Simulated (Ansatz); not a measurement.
Level: r2SCAN, no spin polarisation; 500 eV; 7×7×7 Γ-centred mesh; fermi-dirac occupations (width 0.1 eV); Ansatz 0.2.0, fixed geometry.

Computed maps in the lattice plane spanned by a (left to right, 5.81 Å, 18 points from zero) and b (bottom to top, 5.81 Å, 18 points from zero), 90° apart, at height 0.752 along c. The fields are smooth PAW ones with compensation charges, not the true ones near nuclei.

Valence density. Digits on a logarithmic scale: 0 up to 0.03 e/Å³, each further digit a factor of 1.6, 9 from 1.3 e/Å³ up:
```
224799997422467754
324699996323689985
423579975224799997
422345543124799997
322222221124699986
222221223334567764
222222355544444432
222224689864322222
332225899985311234
653225999995313567
974225899985224799
995323689863225999
995312355542125999
975311222222224799
754333322222223567
444455543222222344
224579975322222222
124799996322234432
```

ELF. Ten even steps from '0' (0.01) to '9' (0.82):
```
003895698200268873
102799998101699997
200489985002897798
200036641002896798
000000000001599996
000000000000158862
000000245410012210
000001799951000000
100004998994000012
740006984895001588
983005998994004899
995002799972006996
895000256410006995
972000000000003899
731000000000000478
100125530000000023
000379984000000000
001798997100002210
```

Question: The cell is SrTaF₄. Which atoms lie within 0.2 Å of this plane, and where (fractions of a and b)?

Answer: F at (0.44, 0.44), F at (0.81, 0.81), F at (0.94, 0.31), F at (0.31, 0.94). The whole cell:
```
Ta F Sr
1.0
     0.00000    5.80688    0.00000
     5.80688    0.00000    0.00000
     2.90344    2.90344   -5.58886
Ta F Sr
2 8 2
Cartesian
  0.0000 0.0000 0.0000
  2.9034 2.9034 0.0000
  4.7535 4.7535 -4.2051
  1.8501 3.9568 -1.3838
  6.8603 6.8603 -4.2051
  3.9568 1.8501 -1.3838
  3.9568 7.6570 -4.2051
  1.0534 1.0534 -1.3838
  7.6570 3.9568 -4.2051
  4.7535 4.7535 -1.3838
  2.9034 5.8069 -2.7944
  5.8069 2.9034 -2.7944
```

Origin: a known structure type with other elements, at an estimated volume, so it need not be a known compound. Caveats: many states at the Fermi level without spin polarisation, so a magnetic state may lie lower; atoms or cell far from equilibrium.
